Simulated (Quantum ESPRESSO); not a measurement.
Band energies of SnS2

```
SnS2
1.0
    3.67071     0.00000     0.00000
   -1.83535     3.17893     0.00000
    0.00000     0.00000     5.79932
S Sn
2 1
Direct
  0.33333   0.66667   0.25473
  0.66667   0.33333   0.74527
  0.00000   0.00000   0.00000
```

PBEsol (pw.x of Quantum ESPRESSO, ONCV potentials, with spin-orbit coupling); path ΓMKΓALHA,LM,KH; energies in eV from the valence-band maximum.

```
k (1/Å)  point  band 26  band 27  band 28  band 29  band 30  band 31  band 32  band 33
-------  -----  -------  -------  -------  -------  -------  -------  -------  -------
0.00         Γ    -0.01     1.57     1.57     3.30     3.30     4.98     4.98     5.37
0.33              -0.07     2.60     2.60     4.12     4.12     5.14     5.14     5.67
0.77              -0.36     1.68     1.68     4.27     4.27     5.79     5.79     5.84
0.99         M    -0.40     1.52     1.52     4.15     4.15     5.62     5.62     5.77
1.10              -0.60     1.63     1.63     4.42     4.42     5.47     5.47     6.04
1.56         K    -1.62     1.69     1.69     6.61     6.61     6.83     6.83     7.44
1.97              -0.56     2.20     2.20     5.77     5.77     6.08     6.08     6.47
2.29              -0.07     2.69     2.69     4.71     4.71     5.01     5.01     5.93
2.70         Γ    -0.01     1.57     1.57     3.30     3.30     4.98     4.98     5.37
3.13              -0.35     2.76     2.76     3.36     3.36     4.71     4.71     5.09
3.24         A    -0.34     2.85     2.85     3.36     3.36     4.69     4.69     5.06
3.46              -0.39     2.75     2.75     4.02     4.02     5.10     5.10     5.42
3.90              -0.70     1.62     1.62     4.67     4.67     5.82     5.82     6.50
4.23         L    -0.82     1.27     1.27     4.39     4.39     5.25     5.25     6.21
4.69              -0.38     2.74     2.74     4.98     4.98     5.20     5.20     6.66
4.80         H    -0.39     2.85     2.85     4.94     4.94     5.15     5.15     6.75
5.09              -0.52     2.60     2.60     4.95     4.95     5.62     5.62     6.48
5.37              -0.84     2.47     2.47     4.99     4.99     6.05     6.05     6.21
5.75              -0.41     2.80     2.80     3.87     3.87     5.00     5.00     5.33
5.94         A    -0.34     2.85     2.85     3.36     3.36     4.69     4.69     5.06
5.94         L    -0.82     1.27     1.27     4.39     4.39     5.25     5.25     6.21
6.05              -0.77     1.22     1.22     4.38     4.38     5.40     5.40     6.23
6.38              -0.44     1.45     1.45     4.16     4.16     5.72     5.72     5.86
6.48         M    -0.40     1.52     1.52     4.15     4.15     5.62     5.62     5.77
6.48         K    -1.62     1.69     1.69     6.61     6.61     6.83     6.83     7.44
6.66              -1.30     1.96     1.96     6.14     6.14     6.35     6.35     7.27
7.03         H    -0.39     2.85     2.85     4.94     4.94     5.15     5.15     6.75
```

The PBEsol gap is indirect, 1.17 eV, from 82 % of the way from K to Γ to 40 % of the way from L to M; the smallest direct gap is 1.58 eV.

Geometry relaxed with PBE+D3(BJ).
